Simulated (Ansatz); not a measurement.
Relaxed-ion elastic tensor of Ti (hcp (Mg type), P6_3/mmc) in GPa (Voigt order), PBE (plane waves, PAW; program Ansatz); density 4.57 g/cm³, 17.39 Å³ per atom.

|  | 1 | 2 | 3 | 4 | 5 | 6 |
|---|---|---|---|---|---|---|
| 1 | 162 | 95.0 | 75.9 | 0.0 | 0.0 | 0.0 |
| 2 | 95.0 | 162 | 75.9 | 0.0 | 0.0 | 0.0 |
| 3 | 75.9 | 75.9 | 187 | 0.0 | 0.0 | 0.0 |
| 4 | 0.0 | 0.0 | 0.0 | 40.0 | 0.0 | 0.0 |
| 5 | 0.0 | 0.0 | 0.0 | 0.0 | 40.0 | 0.0 |
| 6 | 0.0 | 0.0 | 0.0 | 0.0 | 0.0 | 33.3 |

### Question
Is the crystal mechanically stable?

### Answer
Yes: the smallest eigenvalue of C is 33.3 GPa.

### Question
Work out the Voigt, Reuss and Hill averages.

### Answer
K_V = 112, K_R = 112, K_H = 112; G_V = 40.2, G_R = 39.0, G_H = 39.6 GPa.

### Question
Give Young's modulus, Poisson's ratio, Pugh's ratio and the universal anisotropy index.

### Answer
E = 9KG/(3K + G) = 106 GPa; ν = 0.34; K/G = 2.82 (ductile by the Pugh limit of 1.75); A_U = 5G_V/G_R + K_V/K_R − 6 = 0.17.

### Question
Estimate the sound speeds and the Debye temperature.

### Answer
v_l = √((K + 4G/3)/ρ) = 6000 m/s, v_t = √(G/ρ) = 2940 m/s, mean 3310 m/s; Θ = (h/k)(3n/4πV)^(1/3) v_m = 380 K.

### Question
Solve the Christoffel equation for the three sound speeds along x, y, z.

### Answer
Eigenvalues of C_ijkl n_j n_l equal ρv². In km/s, slowest first: x 2.70, 2.96, 5.95; y 2.70, 2.96, 5.95; z 2.96, 2.96, 6.40.

### Question
How much does each axis shrink under pressure?

### Answer
Linear compressibilities β_i = Σ_j S_ij (j = 1 to 3): x 3.0, y 3.0, z 2.9 per TPa.

The PBE relaxation kept the symmetry of its start. No spin polarisation was allowed. As this level gives no gap, shear constants depend on the k-mesh and smearing (Fermi–Dirac, 0.1 eV here).

Potentials: the later of the program's two PAW sets.
